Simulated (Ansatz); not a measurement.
In DFT-PBE in the program Ansatz with PAW potentials, AlGa3N4 in the trigonal phase (P3m1; Pearson symbol hP8) relaxes to a = 3.195 Å, c = 10.388 Å. Ga on 1c has 4 nearest neighbours from 1.96 Å (tetrahedral); N on 1c has 4 nearest neighbours from 1.96 Å (tetrahedral); Ga on 1a has 4 nearest neighbours from 1.96 Å (tetrahedral); N on 1a has 4 nearest neighbours from 1.96 Å (tetrahedral). Against the elements it lies at -0.66 eV/atom, with no fitted shifts.

It is gapped at this level: 2.14 eV (direct). The valence maximum lies at Γ and the conduction minimum at Γ. Gap from PBE with spin–orbit coupling: 2.13 eV. The electron mass is 0.19 mₑ (isotropic).

An equation-of-state fit gives a bulk modulus of 177 GPa.

The start of the workflow was typed in or built on a structure type; neither database checked (COD, Materials Project) lists it. Its standing as an ambient phase is unchecked. Symmetry was held in the PBE relaxation; whether a distortion lowers the energy is not shown. The references are the lowest solids computed at this level, not always the standard phases (solids in place of the gases). Spin–orbit coupling is left out wherever it is not named.

Potentials: the earlier of the program's two PAW sets.
